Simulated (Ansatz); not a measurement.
Here is the system:

WSi₂ (MoSi2 type, space group I4/mmm)

```cif
data_Si4W2
_chemical_formula_sum 'W2 Si4'
_space_group_name_H-M_alt 'I4/mmm'
_space_group_IT_number 139
_space_group_name_Hall '-I 4 2'
_cell_length_a 3.22916
_cell_length_b 3.22916
_cell_length_c 7.86724
_cell_angle_alpha 90.000
_cell_angle_beta 90.000
_cell_angle_gamma 90.000
loop_
_atom_site_label
_atom_site_type_symbol
_atom_site_symmetry_multiplicity
_atom_site_Wyckoff_symbol
_atom_site_fract_x
_atom_site_fract_y
_atom_site_fract_z
_atom_site_occupancy
W1 W 2 a 0.00000 0.00000 0.00000 1
Si1 Si 4 e 0.00000 0.00000 0.33458 1
```
(The calculation used a cell of 3 atoms; values per cell refer to that cell.)

E(V) scan at fixed shape, V₀ the volume above. The atoms relax within the cell's symmetry.

All values below come from PBE (plane waves to 420 eV, PAW, scalar-relativistic; Ansatz, an electronic-structure program). k mesh 20×20×20 (Γ-centred), Fermi-Dirac smearing 0.05 eV. The energy includes the smearing's −TS. Stress and pressure are positive under compression. With the shape held, the modulus is that of even scaling; a crystal free to change shape is softer. Spin-orbit coupling is left out, though W is heavy. WSi2 is run without spin polarisation. WSi2 was relaxed with its symmetry unable to fall. ΔE is measured from the relaxed starting cell.

The scan covers V/V₀ from 0.940 to 1.060 in 11 points.

What bulk modulus at fixed cell shape B₀ follows from a third-order Birch-Murnaghan fit?

218 GPa.

What is the fitted pressure derivative B₀′?

4.5.

(Under strain, the slope of the energy per volume gives the stress and its curvature an elastic modulus.)
